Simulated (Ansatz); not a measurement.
B:
```yaml
crystal:
  lattice:
    - [-2.31647, 2.31647, 2.31647]
    - [2.31647, -2.31647, 2.31647]
    - [2.31647, 2.31647, -2.31647]
  atoms:
    - { symbol: B, position: [0.00000, 0.25000, 0.50000] }
    - { symbol: B, position: [0.25000, 0.50000, 0.00000] }
    - { symbol: B, position: [0.50000, 0.00000, 0.25000] }
    - { symbol: B, position: [0.25000, 0.25000, 0.25000] }
```

Relaxed with PBEsol.

Problem. Give the optical modes at the zone centre with their infrared activity from DFPT, plane-wave PAW PBEsol (Ansatz code).

Solution. Transverse frequencies, without the LO–TO term; a row sums one degenerate level.

```tsv
ω (cm⁻¹)	degeneracy	IR ((D/Å)²/amu)	activity	symmetry
386	1	0.00	IR-inactive	A2
452	3	0.62	IR	T1
945	3	0.00	IR-inactive	T2
1068	2	0.00	IR-inactive	E
```

Problem. How high does the top mode go among those that the LO–TO term moves?

Solution. 453 cm⁻¹ for q along x.

Space group I4_132. The start of the workflow was typed in or built on a structure type; neither database checked (COD, Materials Project) lists it. It is not the phase usual at ambient conditions (space group No. 166). Symmetry was held in the PBEsol relaxation; phonons on a q-mesh show weakly imaginary modes.

Potentials: the later of the program's two PAW sets.
